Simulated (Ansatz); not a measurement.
# Migration of Co in Si

All numbers below come from DFT PBE, scalar-relativistic, plane waves, PAW (Ansatz). (420 eV cutoff, 2×2×2 k-mesh, shifted by half a step, Gaussian smearing of 0.02 eV, collinear spin)

In a supercell of 32 host sites, interstitial Co hops to an equivalent place, moving 2.35 Å between the relaxed ends. Climbing-image nudged elastic band at fixed cell with images 0 (start) to 6 (end), the path measured over all atoms, converged to 0.05 eV/Å; the order of the saddle wasn't checked, and the small cell leaves errors of about a tenth of an eV.

Command:

```bash
ansatz run input.yaml --threads 8 --pin off --max-ram 20480MiB --backend cpu --events-out ev --progress --plain --runs-dir out
```

Input:

```yaml
crystal:
  lattice:
    - [5.4700937548, 5.4700937548, 5.4700937548]
    - [5.4700937548, -5.4700937548, -5.4700937548]
    - [-5.4700937548, 5.4700937548, -5.4700937548]
  atoms:
    - { symbol: Si, position: [0.7502166302, 0.7501979301, 0.2494068964] }
    - { symbol: Si, position: [-4.259e-06, 0.7459561141, -0.0001205448] }
    - { symbol: Si, position: [0.7506962701, 0.5008578503, 0.5009167926] }
    - { symbol: Si, position: [0.2497380508, 0.7505058213, 0.7504411062] }
    - { symbol: Si, position: [6.80587e-05, 0.4992714507, 0.249588966] }
    - { symbol: Si, position: [0.5008570031, 0.7506795911, 0.5009002993] }
    - { symbol: Si, position: [0.2498396103, 0.4991228335, -9.0307e-06] }
    - { symbol: Si, position: [0.7504654345, 0.2497101926, 0.7503906822] }
    - { symbol: Si, position: [-4.84884e-05, 0.2496999367, 0.4990307553] }
    - { symbol: Si, position: [0.5008411979, 0.500832556, 0.7506397307] }
    - { symbol: Si, position: [0.7461610348, -5.54323e-05, -0.000113924] }
    - { symbol: Si, position: [0.2547501561, 0.2547405483, 0.2546733166] }
    - { symbol: Si, position: [0.4991474848, 0.2498071124, -3.3505e-06] }
    - { symbol: Si, position: [-5.0572e-06, 6.283e-07, 0.7454995283] }
    - { symbol: Si, position: [0.2497202034, -7.22029e-05, 0.4990251529] }
    - { symbol: Si, position: [0.4992456293, 6.64068e-05, 0.249551922] }
    - { symbol: Si, position: [0.5000124731, 0.7500768339, 0.2500299089] }
    - { symbol: Si, position: [0.7514766825, 0.7514075411, 3.7918e-05] }
    - { symbol: Si, position: [0.5027230158, 0.5027101828, 0.5027209088] }
    - { symbol: Si, position: [0.0001877306, 0.7516109713, 0.7514203861] }
    - { symbol: Si, position: [0.7500681785, 0.4999985115, 0.250041053] }
    - { symbol: Si, position: [0.2499909382, 0.7499993717, 0.5000062251] }
    - { symbol: Si, position: [0.0002815632, 0.4979754231, 8.1642e-06] }
    - { symbol: Si, position: [0.4999972025, 0.2499427762, 0.7499313548] }
    - { symbol: Si, position: [0.7500027975, 0.2499726096, 0.4999744968] }
    - { symbol: Si, position: [0.2499538038, 0.5000083825, 0.7499316346] }
    - { symbol: Si, position: [0.498116434, 0.0002788807, 1.71206e-05] }
    - { symbol: Si, position: [0.0002589873, 0.2487301048, 0.2485162502] }
    - { symbol: Si, position: [0.2484851898, 0.2484691927, 3.3505e-06] }
    - { symbol: Si, position: [0.7516294144, 0.0002007456, 0.7513856249] }
    - { symbol: Si, position: [-4.9809e-06, -3.53631e-05, 0.4974046815] }
    - { symbol: Si, position: [0.2486757201, 0.0002036828, 0.2484953887] }
    - { symbol: Co, position: [0.0015633295, 0.0011411891, 0.0005136829], spin: 1.0 }
basis:
  ecutwfc: 420
  xc_grid: 2
kpoints:
  mp_grid: { grid: [2, 2, 2], shift: [0.5, 0.5, 0.5] }
hamiltonian:
  xc: pbe
scf:
  occupations: { method: gaussian, width: 0.02 }
output:
  forces: true
magnetization:
  spin_polarized: true
neb:
  images: 5
  f_tol: 0.05
  max_iterations: 70
  order_check: false
  final_atoms:
    - { symbol: Si, position: [0.7500027975, 0.7500572238, 0.2500686452] }
    - { symbol: Si, position: [0.0015148102, 0.7515308073, -3.3505e-06] }
    - { symbol: Si, position: [0.7472769842, 0.4972898172, 0.4972790912] }
    - { symbol: Si, position: [0.2497410127, 0.7512698952, 0.7514837498] }
    - { symbol: Si, position: [4.61962e-05, 0.4999916175, 0.2500683654] }
    - { symbol: Si, position: [0.4999972025, 0.7500273904, 0.5000255032] }
    - { symbol: Si, position: [0.2497184368, 0.5020245769, -8.1642e-06] }
    - { symbol: Si, position: [0.7499875269, 0.2499231661, 0.7499700911] }
    - { symbol: Si, position: [9.0618e-06, 0.2500006283, 0.4999937749] }
    - { symbol: Si, position: [0.4999318215, 0.5000014885, 0.749958947] }
    - { symbol: Si, position: [0.751883566, -0.0002788807, -1.71206e-05] }
    - { symbol: Si, position: [0.2498122694, 0.2483890287, 0.2485796139] }
    - { symbol: Si, position: [0.4985233175, 0.2485924589, -3.7918e-05] }
    - { symbol: Si, position: [0.0013242799, -0.0002036828, 0.7515046113] }
    - { symbol: Si, position: [0.2500049809, 3.53631e-05, 0.5025953185] }
    - { symbol: Si, position: [0.4983705856, -0.0002007456, 0.2486143751] }
    - { symbol: Si, position: [0.4995345655, 0.7502898074, 0.2496093178] }
    - { symbol: Si, position: [0.7508525152, 0.7501928876, 3.3505e-06] }
    - { symbol: Si, position: [0.4993037299, 0.4991421497, 0.4990832074] }
    - { symbol: Si, position: [-0.0047501561, 0.7452594517, 0.7453266834] }
    - { symbol: Si, position: [0.7491588021, 0.499167444, 0.2493602693] }
    - { symbol: Si, position: [0.2500484884, 0.7503000633, 0.5009692447] }
    - { symbol: Si, position: [0.0001603897, 0.5008771665, 9.0307e-06] }
    - { symbol: Si, position: [0.4997833698, 0.2498020699, 0.7505931036] }
    - { symbol: Si, position: [0.7491429969, 0.2493204089, 0.4990997007] }
    - { symbol: Si, position: [0.2499319413, 0.5007285493, 0.750411034] }
    - { symbol: Si, position: [0.5038389652, 5.54323e-05, 0.000113924] }
    - { symbol: Si, position: [0.0002619492, 0.2494941787, 0.2495588938] }
    - { symbol: Si, position: [0.250004259, 0.2540438859, 0.0001205448] }
    - { symbol: Si, position: [0.7507543707, -6.64068e-05, 0.750448078] }
    - { symbol: Si, position: [0.0002797966, 7.22029e-05, 0.5009748471] }
    - { symbol: Si, position: [0.2500050572, -6.283e-07, 0.2545004717] }
    - { symbol: Co, position: [0.2484366705, -0.0011411891, -0.0005136829] }
```

Course of the band:

```tsv
iteration	largest band force (eV/Å)	climbing image	energies over image 0 (eV)
1	0.896	none	0.000 0.153 0.419 0.435 0.419 0.153 0.000
2	0.411	3	0.000 0.124 0.279 0.296 0.279 0.124 0.000
3	0.043	3	0.000 0.120 0.252 0.271 0.252 0.120 0.000
```

Final band:

| image | path (Å) | E − E(0) (eV) | Co x (Å) | Co y (Å) | Co z (Å) | force on Co (eV/Å) |
| --- | --- | --- | --- | --- | --- | --- |
| 0 | 0.00 | 0.000 | 0.012 | 0.005 | -0.001 | 0.01 |
| 1 | 0.41 | 0.120 | 0.239 | 0.234 | 0.228 | 0.54 |
| 2 | 0.82 | 0.252 | 0.464 | 0.463 | 0.457 | 0.06 |
| 3 | 1.23 | 0.271 | 0.684 | 0.684 | 0.684 | 0.00 |
| 4 | 1.64 | 0.252 | 0.903 | 0.905 | 0.911 | 0.06 |
| 5 | 2.04 | 0.120 | 1.128 | 1.134 | 1.140 | 0.54 |
| 6 | 2.45 | 0.000 | 1.356 | 1.362 | 1.368 | 0.01 |

Barrier 0.27 eV. Time: 2.3 min on 8 threads of AMD EPYC 9R45 96-Core Processor (Zen 5), on a shared host, peak memory 6 GiB.